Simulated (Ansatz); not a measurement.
Values for one crystal, relaxed and computed with DFT-PBE in the program Ansatz with PAW potentials; other levels are named.

```yaml
volume_per_atom: 36.24 Å³
band_gap: 0.58 eV (direct)
conduction_band_minimum: at Γ
Pressure derivative B′: 4.8
Hole effective mass, band 3 of 3 at the edge: 0.053 along [100], 0.050 along [110], 0.049 along [111] (mₑ)
electron_effective_mass: 0.053 mₑ (isotropic)
Hole effective mass, band 2 of 3 at the edge: 0.57 along [100], 0.57 along [110], 1.2 along [111] (mₑ)
```

Q: Pick the material that matches.
(A) MgSe, rock salt
(B) CdTe, zinc blende
(C) ZrS2, Pnnm (Zr on 2a, S on 4g)
(D) CsPbCl3, cubic perovskite

A: B, CdTe, zinc blende

Space group F-43m (zinc blende). Symmetry was held in the PBE relaxation. Scalar-relativistic: spin–orbit coupling is off unless named, which matters more the heavier the elements.

Potentials: the later of the program's two PAW sets.
